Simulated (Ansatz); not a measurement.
NaTl2GaF6:
```
NaTl2GaF6
1.0
    0.00000     4.20158     4.20158
    4.20158     0.00000     4.20158
    4.20158     4.20158     0.00000
Na Tl Ga F
1 2 1 6
Cartesian
  4.20158   4.20158   4.20158
  2.10079   2.10079   2.10079
  6.30237   6.30237   6.30237
  0.00000   0.00000   0.00000
  6.49833   4.20158   4.20158
  1.90483   4.20158   4.20158
  4.20158   6.49833   4.20158
  4.20158   1.90483   4.20158
  4.20158   4.20158   6.49833
  4.20158   4.20158   1.90483
```

r²SCAN (plane waves, PAW; program Ansatz) gives a gap of 4.89 eV without spin–orbit coupling, maximum at X, minimum at X.

Q: What happens when spin–orbit coupling is switched on?

A: The gap drops by 0.23 eV, to 4.66 eV; maximum at X, minimum at X.

Q: Give the electron effective mass with spin–orbit coupling.

A: 0.29, 0.87, 0.87 mₑ (principal values).

Q: Give the hole effective mass with spin–orbit coupling.

A: 0.43, 18, 18 mₑ (principal values).

Space group Fm-3m. The workflow started from a Materials Project entry (that database holds measured and hypothetical structures alike); the Crystallography Open Database copy checked does not list it. Whether it is the stable phase at ambient conditions was not checked. The r²SCAN relaxation kept the symmetry of its start; its stability against distortions is not shown here.

Potentials: the later of the program's two PAW sets.
